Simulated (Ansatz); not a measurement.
Fixed-spin-moment curve of CoPdO2 (R-3m)

The source of the geometry is a structure from the Materials Project; atoms and cell stay fixed.

Settings: PBEsol, 12×12×12 k mesh, Fermi–Dirac smearing of 0.08 eV. PAW means Ansatz 0.2.0 on its default frozen-core files; LAPW is all-electron LAPW in Ansatz 0.2.0. Site moments are integrated in spheres about the atoms, whose radii differ between the methods.

The first input and its command:

```yaml
crystal:
  lattice:
    - [1.4316899074, 0.8265865534, 5.9577715763]
    - [-1.4316899074, 0.8265865534, 5.9577715763]
    - [0.0, -1.6531731068, 5.9577715763]
  atoms:
    - { symbol: Co, position: [0.5, 0.5, 0.5], spin: 2.0 }
    - { symbol: Pd, position: [0.0, 0.0, 0.0] }
    - { symbol: O, position: [0.887524, 0.887524, 0.887524] }
    - { symbol: O, position: [0.112476, 0.112476, 0.112476] }
magnetization:
  spin_polarized: true
kpoints:
  mp_grid: { grid: [12, 12, 12] }
scf:
  occupations: { method: fermi_dirac, width: 0.08 }
  lower_state_search: "off"
hamiltonian:
  xc: pbesol
  pseudopotentials: { kind: paw }
output:
  forces: true
  stress: true
  eigenvalues: true
  populations: true
  dos: { projected: true, de: 0.1, e_range: [-8, 5] }
  write_density: true
  write_potential: true
  elf: true
  volumetric_format: npy
```

Command: `ansatz run input.yaml --threads 2 --pin off --max-ram 6144MiB --backend cpu --events-out ev --progress --plain --runs-dir out`

The input for «total moment held at 0.3 μB» by PAW differs from it in these lines, output keys apart:

```diff
-    - { symbol: Co, position: [0.5, 0.5, 0.5], spin: 2.0 }
+    - { symbol: Co, position: [0.5, 0.5, 0.5], spin: 0.3 }
+  initial_magnetization: 0.3
+  spin_locking: { lock_magnetization: hard }
```

The input for «total moment held at 1.2 μB» by LAPW differs from it in these lines, output keys apart:

```diff
-    - { symbol: Co, position: [0.5, 0.5, 0.5], spin: 2.0 }
+    - { symbol: Co, position: [0.5, 0.5, 0.5], spin: 1.2 }
+  initial_magnetization: 1.2
+  spin_locking: { lock_magnetization: hard }
-  pseudopotentials: { kind: paw }
+  pseudopotentials: { kind: all_electron, lapw: { basis_error: 0.001 } }
```

Each run fixes M = N↑ − N↓ with two Fermi levels; the holding field B = (E_F↑ − E_F↓)/2μB is the slope of the free energy against M over μB. Energies count from each method's free run. The held moment starts spread evenly over Co1.

The free PAW run: The moments died out: the run ends unmagnetised.

```json
{"M (μB/cell)": "0.00", "ΔF PAW (meV/cell)": "0.0", "ΔF LAPW (meV/cell)": "–", "B, PAW (T)": "–", "largest site moment, PAW (μB)": "0.00", "pressure, PAW (GPa)": "-10.1"}
{"M (μB/cell)": "0.05", "ΔF PAW (meV/cell)": "+0.7", "ΔF LAPW (meV/cell)": "+0.7", "B, PAW (T)": "+469", "largest site moment, PAW (μB)": "0.03", "pressure, PAW (GPa)": "-10.1"}
{"M (μB/cell)": "0.15", "ΔF PAW (meV/cell)": "+6.8", "ΔF LAPW (meV/cell)": "–", "B, PAW (T)": "+1757", "largest site moment, PAW (μB)": "0.07", "pressure, PAW (GPa)": "-10.0"}
{"M (μB/cell)": "0.30", "ΔF PAW (meV/cell)": "+30.9", "ΔF LAPW (meV/cell)": "–", "B, PAW (T)": "+3552", "largest site moment, PAW (μB)": "0.13", "pressure, PAW (GPa)": "-9.6"}
{"M (μB/cell)": "0.50", "ΔF PAW (meV/cell)": "+79.2", "ΔF LAPW (meV/cell)": "–", "B, PAW (T)": "+4683", "largest site moment, PAW (μB)": "0.23", "pressure, PAW (GPa)": "-8.9"}
{"M (μB/cell)": "0.80", "ΔF PAW (meV/cell)": "+169.5", "ΔF LAPW (meV/cell)": "–", "B, PAW (T)": "+5642", "largest site moment, PAW (μB)": "0.41", "pressure, PAW (GPa)": "-7.5"}
{"M (μB/cell)": "1.20", "ΔF PAW (meV/cell)": "+313.7", "ΔF LAPW (meV/cell)": "+315.3", "B, PAW (T)": "+6785", "largest site moment, PAW (μB)": "0.70", "pressure, PAW (GPa)": "-5.5"}
```

Problem. Check μB·B = dF/dM between M = 0.50 and 0.80 μB with the PAW numbers.

Solution. ΔF/ΔM = +90.3 meV / 0.30 = +300.8 meV per μB, which is +5197 T with μB = 0.05788 meV/T. The mean of the two holding fields is +5162 T. The slope equals the mean of B over the step, so the two agree where B(M) is nearly straight between its ends, and here they lie within a tenth of each other.

Separate runs put a uniform field on the spins (g = 2):

```tsv
field (T)	M PAW (μB/cell)	M LAPW (μB/cell)
200	0.022	0.022
1000	0.098	0.098
3000	0.239	–
```

The PAW files were made with PBE; the program remakes their cores once for the run's functional and then keeps them frozen. The Ansatz runs typed with the search for lower states off end where their start leads. These are results for the start and cell typed. The real compound can order otherwise, in a larger cell, or not at all, since semilocal functionals without spin fluctuations often overstate magnetism; near a collapse of the moment, mesh and smearing move it by tens of per cent.
